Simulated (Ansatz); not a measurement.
BeS (zinc blende, F-43m), PBE in the plane-wave PAW code Ansatz. The conduction-band minimum lies at X, with 3 equivalent valleys. Second derivatives d²E/dk² of the lowest band at one valley (eV·Å²), along Cartesian directions:

```json
[
 {"direction": "[100]", "d²E/dk²": "9.111"},
 {"direction": "[010]", "d²E/dk²": "26.26"},
 {"direction": "[001]", "d²E/dk²": "26.26"},
 {"direction": "[110]", "d²E/dk²": "17.69"},
 {"direction": "[101]", "d²E/dk²": "17.69"},
 {"direction": "[011]", "d²E/dk²": "26.23"}
]
```

Question: Find the principal effective masses, the density-of-states mass and the conductivity mass.

Answer: Off-diagonal terms follow from H_xy = H[110] − (H_xx + H_yy)/2, and m*/mₑ = 7.620 eV·Å² over each eigenvalue: 0.29, 0.29, 0.84. One valley's DOS mass (m₁m₂m₃)^(1/3) = 0.41, conductivity mass 3/(Σ 1/mᵢ) = 0.37 mₑ.

Question: What effective density of states Nc follows at 300 K for parabolic valleys?

Answer: Nc = 2.509e19 × 3 × (0.41)^(3/2) ≈ 2.0e19 cm⁻³.

Symmetry was held in the PBE relaxation.

Potentials: the later of the program's two PAW sets.

Edges and masses are those of Kohn–Sham bands, whose gap is no quasiparticle gap.
